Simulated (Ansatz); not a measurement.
Given:

AlGaAs$_{2}$:
```
AlGaAs2
1.0
    4.05921     0.00000     0.00000
    0.00000     4.05921     0.00000
    0.00000     0.00000    11.45838
Ga As Al
2 4 2
Cartesian
  2.02960   0.00000  10.02313
  0.00000   2.02960   1.43525
  0.00000   0.00000   0.00000
  2.02960   2.02960   2.87668
  0.00000   0.00000   5.72919
  2.02960   2.02960   8.58171
  2.02960   0.00000   4.30024
  0.00000   2.02960   7.15815
```

This is the PBE-relaxed structure.

### Question
All from plane-wave PAW PBE (Ansatz code), unless another level is named. Give the electron effective mass.

### Answer
0.060 mₑ (isotropic).

### Question
Next, the weight of the valence-edge state by species (Voronoi cells)?

### Answer
As 75 %, Ga 14 %, Al 11 %.

### Question
What about the valence-band maximum?

### Answer
at Γ.

Space group P-4m2. The start of the workflow was typed in or built on a structure type; neither database checked (COD, Materials Project) lists it. Its standing as an ambient phase is unchecked. The cell was relaxed with PBE under the symmetry of its start; its stability against distortions is not shown here. Spin–orbit coupling is left out wherever it is not named.

Potentials: the earlier of the program's two PAW sets.

Edges and masses are those of Kohn–Sham bands, whose gap is no quasiparticle gap.
